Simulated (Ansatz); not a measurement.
ScAl3 in space group I4/mmm (No. 139; Sc on 2a, Al on 4d, Al on 2b) under volume change, LDA (plane waves, PAW; program Ansatz), shape and atoms relaxed at each volume.

```json
[
 {"V (Å³/atom)": "15.395", "E − E(relaxed) (meV/atom)": "?", "P (GPa)": "?"},
 {"V (Å³/atom)": "15.903", "E − E(relaxed) (meV/atom)": "?", "P (GPa)": "?"},
 {"V (Å³/atom)": "16.410", "E − E(relaxed) (meV/atom)": "4.6", "P (GPa)": "2.96"},
 {"V (Å³/atom)": "16.918", "E − E(relaxed) (meV/atom)": "0.0", "P (GPa)": "0.00"},
 {"V (Å³/atom)": "17.425", "E − E(relaxed) (meV/atom)": "4.1", "P (GPa)": "-2.54"},
 {"V (Å³/atom)": "17.933", "E − E(relaxed) (meV/atom)": "15.7", "P (GPa)": "-4.72"},
 {"V (Å³/atom)": "18.440", "E − E(relaxed) (meV/atom)": "33.7", "P (GPa)": "-6.59"}
]
```

Question: What belongs in the gaps?

Answer: 
- 15.903, E − E(relaxed) (meV/atom): 19.3
- 15.903, P (GPa): 6.40
- 15.395, E − E(relaxed) (meV/atom): 45.7
- 15.395, P (GPa): 10.41

Question: What does a third-order Birch–Murnaghan fit give for V₀, B₀ and B′?

Answer: V₀ = 16.92 Å³/atom, B₀ = 91.1 GPa, B′ = 4.1.

The first step of the workflow began from a Materials Project structure, measured or hypothetical; the Crystallography Open Database copy checked does not list it. Whether it is the stable phase at ambient conditions was not checked. Symmetry was held in the LDA relaxation; its stability against distortions is not shown here. No spin polarisation was allowed.

Potentials: the later of the program's two PAW sets.
